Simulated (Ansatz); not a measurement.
# Electric field gradients in CuSn₂

All numbers below come from Ansatz, DFT PBE, scalar-relativistic, plane waves, PAW. Plane waves to 420 eV; Γ-centred k mesh 18×18×18; Fermi-Dirac smearing of 0.15 eV. No spin polarisation.

Equilibrium structure at this level:
```
Cu Sn
1.0
    -1.60734    1.60734    6.44868
     1.60734   -1.60734    6.44868
     1.60734    1.60734   -6.44868
Cu Sn
1 2
Direct
  0.00000 0.00000 0.00000
  0.36213 0.36213 0.00000
  0.63787 0.63787 0.00000
```

The cell was built by swapping an element in a database structure (itself possibly hypothetical) and relaxing; it need not be the stable form of this composition. In a metal these results depend on the k mesh and the smearing. Spin–orbit coupling is left out, which matters for gradients at heavy nuclei.

Give V_zz (10²¹ V/m²) and the asymmetry η at each distinct site.

Answers

```
       atom V_zz     η
Cu (atom 1)  -0.145  0.00
Sn (atom 2)  -0.275  0.00
```